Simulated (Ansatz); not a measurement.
Values for one crystal, relaxed and computed with DFT-PBE in the program Ansatz with PAW potentials; other levels are named.

| Item | Result |
|---|---|
| Volume per atom | 11.21 Å³ |
| Electronic character | metallic (no gap) |
| Density of states at the Fermi level | 1.0 states/eV per atom (mean over ±0.08 eV) |
| Formation energy from the elements (no fitted shifts) | -0.77 eV/atom |
| Bulk modulus (Birch–Murnaghan fit) | 202 GPa |
| Pressure derivative B′ | 4.1 |

### Question
Which compound is it?
(A) V2SiN, P6_3/mmc (V on 4f, Si on 2d, N on 2a)
(B) TaSi, P6/mmm (Ta on 3f, Si on 1a, Si on 2d)
(C) V2Si, P6_3/mmc (Si on 2c, V on 2a, V on 2d)
(D) GaN, P4_2/mmc (Ga on 2c, N on 2e)

### Answer
A, V2SiN, P6_3/mmc (V on 4f, Si on 2d, N on 2a)

The start of the workflow was typed in or built on a structure type; neither database checked (COD, Materials Project) lists it. Its standing as an ambient phase is unchecked. Symmetry was held in the PBE relaxation; its stability against distortions is not shown here. The workflow began spin-polarised and lost its moments. The references are the lowest solids computed at this level, not always the standard phases (solids in place of the gases).

Potentials: the later of the program's two PAW sets.
